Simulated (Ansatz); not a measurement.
Mg₂Sn in space group P6_3/mmc (No. 194; Mg on 2a, Mg on 2d, Sn on 2c) at seven volumes, the program Ansatz at the PBEsol level (PAW), shape and atoms relaxed at each. One row is withheld.

```tsv
V (Å³/atom)	P (GPa)
20.450	5.34
21.124	3.28
21.798	1.51
22.472	0.00
23.146	?
23.821	-2.37
24.495	-3.30
```

Problem. Fit the shown pressures and predict the withheld one.

Solution. P = (3/2)B₀(x^(7/2) − x^(5/2))[1 + (3/4)(B′ − 4)(x − 1)] with x = (V₀/V)^(2/3). Least squares on the six rows gives V₀ = 22.475 Å³/atom, B₀ = 46.2 GPa, B′ = 4.30. At V = 23.146, x = 0.9806 and P = -1.28 GPa. The run itself gave -1.28 GPa.

The first step of the workflow began from a Materials Project structure, measured or hypothetical; the Crystallography Open Database copy checked does not list it. COD files the formula under space group No. 225, 227, so this cell is another polymorph or a model. With Mg and Sn taken as one species the cell has the higher symmetry P6/mmm, so it may be an ordered model of a mixed-site phase. Whether it is the stable phase at ambient conditions was not checked. Symmetry was held in the PBEsol relaxation; of distortions, only those at the zone centre were tested. Spin–orbit coupling is left out wherever it is not named.

Potentials: the later of the program's two PAW sets.
